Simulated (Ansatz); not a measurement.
InP in space group P6_222 (No. 180; In on 3c, P on 3d), plane-wave PAW PBE (Ansatz code), all energies at zero smearing, with the estimated change up to a 700 eV cutoff added, with one set of potentials and settings (totals compare only within such a set). Cell of 6 atoms (3 In, 3 P): -19060.985 eV.

```
element              reference phase  E (eV/atom)
-------  ---------------------------  -----------
In       I4/mmm, 1 atoms in the cell   -5597.8481
P          Cmce, 4 atoms in the cell    -755.6743
```

Formation energy per atom, worked out: (-19060.985 − 3×(-5597.8481) − 3×(-755.6743))/6 = -0.070 eV/atom (-7 kJ per mol of atoms), at 0 K, without zero-point energy or fitted corrections.

The start of the workflow was typed in or built on a structure type; neither database checked (COD, Materials Project) lists it. It is not the phase usual at ambient conditions (space group No. 216). The cell was relaxed with PBE under the symmetry of its start; its stability against distortions is not shown here. The references are the lowest solids computed at this level, not always the standard phases.

Potentials: the later of the program's two PAW sets.
